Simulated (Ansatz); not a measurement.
Al$_{5}$C$_{3}$N:
```
CELL_PARAMETERS angstrom
      3.29202     0.00000     0.00000
     -1.64601     2.85098     0.00000
      0.00000     0.00000    21.70737
ATOMIC_POSITIONS crystal
  Al 0.00000 0.00000 0.65909
  Al 0.00000 0.00000 0.15909
  Al 0.33333 0.66667 0.04470
  Al 0.66667 0.33333 0.54470
  Al 0.33333 0.66667 0.26258
  Al 0.66667 0.33333 0.76258
  Al 0.66667 0.33333 0.95282
  Al 0.33333 0.66667 0.45282
  Al 0.00000 0.00000 0.84752
  Al 0.00000 0.00000 0.34752
  C  0.00000 0.00000 0.24897
  C  0.00000 0.00000 0.74897
  C  0.33333 0.66667 0.36561
  C  0.66667 0.33333 0.86561
  C  0.00000 0.00000 0.50201
  C  0.00000 0.00000 0.00201
  N  0.33333 0.66667 0.12981
  N  0.66667 0.33333 0.62981
```

Tensor components refer to the Cartesian frame of this cell.

### Question
Give the proper piezoelectric stress tensor with relaxed ions from plane-wave PAW PBEsol (Ansatz code).

### Answer
In C/m², rows x, y, z, Voigt columns; mesh uncertainty up to 0.00.
```
 0.00   0.00   0.00   0.00  -0.01   0.00
 0.00   0.00   0.00  -0.01   0.00   0.00
-0.10  -0.10   0.53   0.00   0.00   0.00
```

The elastic tensor of the same run (GPa):

```
 333   120  61.7   0.0   0.0   0.0
 120   333  61.7   0.0   0.0   0.0
61.7  61.7   371   0.0   0.0   0.0
 0.0   0.0   0.0  99.9   0.0   0.0
 0.0   0.0   0.0   0.0  99.9   0.0
 0.0   0.0   0.0   0.0   0.0   107
```

### Question
Convert to strain constants d = e·S.

### Answer
In pC/N:
```
 0.0   0.0   0.0   0.0  -0.1   0.0
 0.0   0.0   0.0  -0.1   0.0   0.0
-0.4  -0.4   1.6   0.0   0.0   0.0
```

Space group P6_3mc. The first step of the workflow began from a Materials Project structure, measured or hypothetical; the Crystallography Open Database files this formula in space group No. 186, but the cells were not matched. Its standing as an ambient phase is unchecked. The cell was relaxed with PBEsol under the symmetry of its start; whether a distortion lowers the energy is not shown. Signs of piezoelectric constants follow the polarity of the cell as given.

Potentials: the later of the program's two PAW sets.
